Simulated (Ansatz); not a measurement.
A distorted cell of Ge (diamond):

```yaml
crystal:
  lattice:
    - [0.00000, 2.83635, 2.83635]
    - [2.83635, 0.00000, 2.83635]
    - [2.83635, 2.83635, 0.00000]
  atoms:
    - { symbol: Ge, position: [0.50000, 0.50000, 0.50000] }
    - { symbol: Ge, position: [0.76527, 0.76527, 0.76527] }
```

The numbers are results of r2SCAN (plane waves to 500 eV, PAW, scalar-relativistic; Ansatz, a quantum-chemistry and plane-wave program), not measurements. k mesh 8×8×8 (Γ-centred), Fermi-Dirac smearing 0.05 eV. E stands for the smeared free energy. Compression counts positive. As the smearing reaches across the gap at some points, energies and forces of such displacements shift with the k mesh and the smearing. Ge was relaxed with its symmetry unable to fall. The PAW data are Ansatz's earlier set.

**Question.** What forces act on the atoms (eV/Å, Cartesian)?

**Answer.** 
| atom | Fx | Fy | Fz |
|---|---|---|---|
| Ge1 | 0.776 | 0.776 | 0.776 |
| Ge2 | -0.776 | -0.776 | -0.776 |

**Question.** What is the stress tensor (GPa)?

**Answer.** 
```
    0.7     -2.2     -2.2
   -2.2      0.7     -2.2
   -2.2     -2.2      0.7
```
The pressure, a third of the trace, is 0.7 GPa.

**Question.** In it atom 2 sits (0.087, 0.087, 0.087) Å away from its relaxed site. What is its energy relative to the relaxed cell?

**Answer.** 111 meV/cell.

(For displaced atoms, the force is minus the slope of the energy, and its curvature is a force constant, which sets phonon frequencies.)
